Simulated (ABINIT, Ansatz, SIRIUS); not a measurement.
**BiTe: 4 runs at one level of theory**

```
Bi Te
1.0
     2.42271    1.39875    3.31729
    -2.42271    1.39875    3.31729
     0.00000   -2.79750    3.31729
Bi Te
1 1
Direct
  0.50000 0.50000 0.50000
  0.00000 0.00000 0.00000
```

The cell comes from a database or a generator and needn't be the stable form of this composition.

Alike in all runs: task single point; functional PBEsol; k mesh 7 × 7 × 7; occupations fermi-dirac, width 0.05 eV; no spin polarisation; no spin-orbit coupling. Pressure is positive in compression and, in plane waves, holds the error of the finite cutoff, which Ansatz's Pulay term estimates and takes out.

```json
{"program and potentials": "Ansatz, Ansatz PAW", "plane-wave cutoff (eV)": "420", "notes": "potentials made for PBE, which Ansatz adapts in part; Pulay term of +0.03 GPa included", "pressure (GPa)": "-2.32"}
{"program and potentials": "Ansatz, all-electron LAPW, scalar-relativistic", "plane-wave cutoff (eV)": "-", "notes": "-", "pressure (GPa)": "-2.30"}
{"program and potentials": "SIRIUS, PseudoDojo 0.4.1 PBEsol standard (scalar relativistic)", "plane-wave cutoff (eV)": "1102", "notes": "-", "pressure (GPa)": "-2.26"}
{"program and potentials": "ABINIT, PseudoDojo NC SR PBEsol v0.4.1 standard", "plane-wave cutoff (eV)": "1088", "notes": "-", "pressure (GPa)": "-2.26"}
```

The pressure spans -2.32 (Ansatz, Ansatz PAW) to -2.26 GPa (ABINIT, PseudoDojo NC SR PBEsol v0.4.1 standard), with all-electron results at -2.30.

The functional is the same throughout but for its coding, so the spread measures potentials, basis and numerics; runs on potential files found faulty are left out.
